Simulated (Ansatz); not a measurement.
Si3Mo5:
```cif
data_Mo20Si12
_chemical_formula_sum 'Si12 Mo20'
_space_group_name_H-M_alt 'I4/mcm'
_space_group_IT_number 140
_space_group_name_Hall '-I 4 2c'
_cell_length_a 9.55263
_cell_length_b 9.55263
_cell_length_c 4.84170
_cell_angle_alpha 90.000
_cell_angle_beta 90.000
_cell_angle_gamma 90.000
loop_
_atom_site_label
_atom_site_type_symbol
_atom_site_symmetry_multiplicity
_atom_site_Wyckoff_symbol
_atom_site_fract_x
_atom_site_fract_y
_atom_site_fract_z
_atom_site_occupancy
Si1 Si 4 a 0.00000 0.00000 0.25000 1
Mo1 Mo 4 b 0.00000 0.50000 0.25000 1
Si2 Si 8 h 0.33245 0.16755 0.00000 1
Mo2 Mo 16 k 0.07659 0.22441 0.00000 1
```
(The calculation used a cell of 16 atoms; values per cell refer to that cell.)

Relaxed at zero pressure with plane-wave PAW LDA (Ansatz code).

Q: The volume is lowered by 6 % and shape and atoms relax at that volume. What pressure results, and how do the axes share the change?

A: 18.8 GPa; a -1.9 %, b -1.9 %, c -2.3 %; the energy rises by 46 meV/atom.

Q: Give the new structure.

A: 
Space group I4/mcm (No. 140); a = b = 9.3710 Å, c = 4.7294 Å, α = β = γ = 90.00°

```json
[
 {"atom": "Si", "site": "4a", "symmetry": "422", "x": "0.0000", "y": "0.0000", "z": "0.2500"},
 {"atom": "Mo", "site": "4b", "symmetry": "-42m", "x": "0.0000", "y": "0.5000", "z": "0.2500"},
 {"atom": "Si", "site": "8h", "symmetry": "m.2m", "x": "0.3321", "y": "0.1679", "z": "0.0000"},
 {"atom": "Mo", "site": "16k", "symmetry": "m..", "x": "0.0767", "y": "0.2240", "z": "0.0000"}
]
```

The phase is kept; no other phase was compared at this pressure.

The workflow started from an entry of the Crystallography Open Database (COD). Its standing as an ambient phase is unchecked. The LDA relaxation kept the symmetry of its start; whether a distortion lowers the energy is not shown. No spin polarisation was allowed.

Potentials: the later of the program's two PAW sets.
